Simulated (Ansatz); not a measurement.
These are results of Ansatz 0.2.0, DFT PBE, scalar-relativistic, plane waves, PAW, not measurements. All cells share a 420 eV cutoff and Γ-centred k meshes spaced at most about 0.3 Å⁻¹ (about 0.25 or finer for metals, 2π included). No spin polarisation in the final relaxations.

All energies are static (0 K, no zero-point motion).

Compare these two cells of ZnCd2Se3, each relaxed at this level.

A.

Space group P-4m2 (No. 115). a = 3.805 Å, b = 3.805 Å, c = 11.767 Å, α = 90.00°, β = 90.00°, γ = 90.00°
```csv
atom,site,symmetry,x,y,z
Zn,1a,-4m2,0.0000,0.0000,0.0000
Cd,2g,2mm.,0.0000,0.5000,0.5947
Se,2g,2mm.,0.0000,0.5000,0.3544
Se,1b,-4m2,0.5000,0.5000,0.0000
```

B.

Space group Pmmm (No. 47). a = 4.396 Å, b = 5.718 Å, c = 7.462 Å, α = 90.00°, β = 90.00°, γ = 90.00°
| atom | site | symmetry | x | y | z |
| --- | --- | --- | --- | --- | --- |
| Zn | 1f | mmm | 0.5000 | 0.5000 | 0.0000 |
| Cd | 2m | m2m | 0.0000 | 0.7702 | 0.0000 |
| Se | 1c | mmm | 0.0000 | 0.0000 | 0.5000 |
| Se | 2t | mm2 | 0.5000 | 0.5000 | 0.3001 |

Question: Which form is favoured at zero pressure, and by what margin per atom?

Answer: A is lower, by 0.78 eV/atom. A has space group P-4m2 (No. 115), 28.4 Å³/atom and no gap on its mesh; B has space group Pmmm (No. 47), 31.3 Å³/atom and no gap. Counting Se atoms around Cd and Zn (those within 1.25 times the shortest such distance or 1.15 times the sum of covalent radii, 1.27 where that leaves under three; a plus sign parts nearer from farther groups; the shortest distance is added where it exceeds 1.18 times the sum of covalent radii), A has Zn 4, Cd 5 and B has Zn 2, Cd 4+2 from 3.5 Å. Both come from invented guesses. A third cell relaxed alike, in P-3m1, lies 159 meV/atom below the lower of the two.

No dispersion correction is applied, so the spacing and binding between layers, chains or molecules are poorly described (P-4m2), and this can change margins and order among such cells. The zero gap of P-4m2 may come from the functional, which often closes small gaps. A magnetic state wasn't ruled out in cells without spin, among them Pmmm. Cells relaxed within their symmetry can be saddle points.
